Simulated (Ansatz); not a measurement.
**Trial structures of Si₅Se: starts and ends**

Level of theory: DFT PBE, scalar-relativistic, plane waves, PAW (Ansatz 0.2.0). All cells share a 420 eV cutoff and Γ-centred k meshes spaced at most about 0.3 Å⁻¹ (about 0.25 or finer for metals, 2π included). No spin polarisation in the final relaxations.

Each guess was relaxed in cell and atoms at zero pressure, within the symmetry of its start. These are static total energies at zero pressure. Coordination counts Si atoms around Se (those within 1.25 times the shortest such distance or 1.15 times the sum of covalent radii; a plus sign parts nearer from farther groups; the shortest distance is added where it is long for a bond).

```
guess    made from  start group  V start (Å³/atom)  end group  V end (Å³/atom)  coordination at the end  gap on mesh (eV)  E over the lowest end (meV/atom)
    1  random cell       P6/mmm               16.7     P6/mmm             24.6      Se 12+12 from 4.3 Å                 0                               189
    2   DyZn5 type       P6/mmm               17.3     P6/mmm             16.8       Se 6+12 from 2.9 Å                 0                                53
    3  random cell       P6/mmm               17.4     P6/mmm             24.7                     Se 2                 0                                80
    4   Hf5Pb type       P4/mmm               18.4     P4/mmm             17.3          Se 8 from 3.9 Å                 0                                 0
    5   Be5Pt type        F-43m               17.6          ?                ?                        ?                 ?                                 ?
    6  random cell        P-62m               19.9      P-62m             22.9                     Se 6                 0                                64
```

Guess 5 as it starts:

```cif
data_structure
_symmetry_space_group_name_H-M 'F-43m'
_symmetry_Int_Tables_number 216
_cell_length_a 7.5025
_cell_length_b 7.5025
_cell_length_c 7.5025
_cell_angle_alpha 90.000
_cell_angle_beta 90.000
_cell_angle_gamma 90.000
_cell_volume 422.30
loop_
_atom_site_label
_atom_site_type_symbol
_atom_site_symmetry_multiplicity
_atom_site_Wyckoff_symbol
_atom_site_fract_x
_atom_site_fract_y
_atom_site_fract_z
_atom_site_occupancy
Si1 Si 4 d 0.25000 0.25000 0.75000 1
Si2 Si 16 e 0.37574 0.12426 0.12426 1
Se1 Se 4 a 0.00000 0.00000 0.00000 1
```

Problem. Predict the end of this guess and its energy over the lowest end.

Solution. It ends in space group F-43m (No. 216), with a = 7.331 Å, 16.4 Å³/atom and no gap. It lies 122 meV/atom over the lowest end, above guess 3 and below guess 1. Counting Si atoms around Se, this end has Se 16 from 3.0 Å and the lowest (guess 4) has Se 8 from 3.9 Å. The lowest (guess 4) holds Se–Se nets (shortest 2.60 Å); in this end the shortest Se–Se distance is 5.18 Å.

Space group F-43m (No. 216). a = 7.331 Å, b = 7.331 Å, c = 7.331 Å, α = 90.00°, β = 90.00°, γ = 90.00°
```
atom  site  symmetry       x       y       z
  Si    4c      -43m  0.2500  0.2500  0.2500
  Si   16e       .3m  0.8751  0.3751  0.1249
  Se    4a      -43m  0.0000  0.0000  0.0000
```

The zero of energy is the elements' standard structures at the same level; no fitted shifts are applied.

Problem. Is the lowest end bound against the elements?

Solution. No: its formation energy is +0.51 eV/atom. The separate elements lie lower, so it is unstable against them.

For metals, differences of a few meV/atom aren't resolved. No dispersion correction is applied, so the spacing and binding between layers, chains or molecules are poorly described (P4/mmm), and this can change margins and order among such cells. A magnetic state wasn't ruled out in cells without spin, among them P6/mmm at 24.6 Å³/atom. The reference form of Se is held partly by dispersion forces, which this level lacks. Cells relaxed within their symmetry can be saddle points. A lower structure may well exist outside this small set. Some types were kept out of the candidates beforehand, so the set may lack a known form.
